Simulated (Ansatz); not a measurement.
GaP:
```yaml
crystal:
  lattice:
    - [1.89766, 1.09561, 6.29785]
    - [-1.89766, 1.09561, 6.29785]
    - [0.00000, -2.19123, 6.29785]
  atoms:
    - { symbol: Ga, position: [0.43596, 0.43596, 0.43596] }
    - { symbol: Ga, position: [0.56404, 0.56404, 0.56404] }
    - { symbol: P, position: [0.05805, 0.05805, 0.05805] }
    - { symbol: P, position: [0.94195, 0.94195, 0.94195] }
```

x, y and z are the axes in which the lattice vectors are written.

Task: Give the high-frequency dielectric tensor and the Born effective charge tensors of the independent atoms from DFPT, LDA in the plane-wave PAW code Ansatz.

Result: 
ε∞:
```
11.8  0.00  0.00
0.00  11.8  0.00
0.00  0.00  14.3
```
Z* of atom 1 (Ga), rows: field, columns: displacement, in e:
```
1.44  0.00  0.00
0.00  1.44  0.00
0.00  0.00  1.16
```
Z* of atom 3 (P), rows: field, columns: displacement, in e:
```
-1.44   0.00   0.00
 0.00  -1.44   0.00
 0.00   0.00  -1.16
```

Space group R-3m. The workflow started from a Materials Project entry (that database holds measured and hypothetical structures alike); the Crystallography Open Database copy checked does not list it. It is not the phase usual at ambient conditions (space group No. 216). The cell was relaxed with LDA under the symmetry of its start; its stability against distortions is not shown here. Scalar-relativistic: spin–orbit coupling is off unless named, which matters more the heavier the elements.

Potentials: the later of the program's two PAW sets.
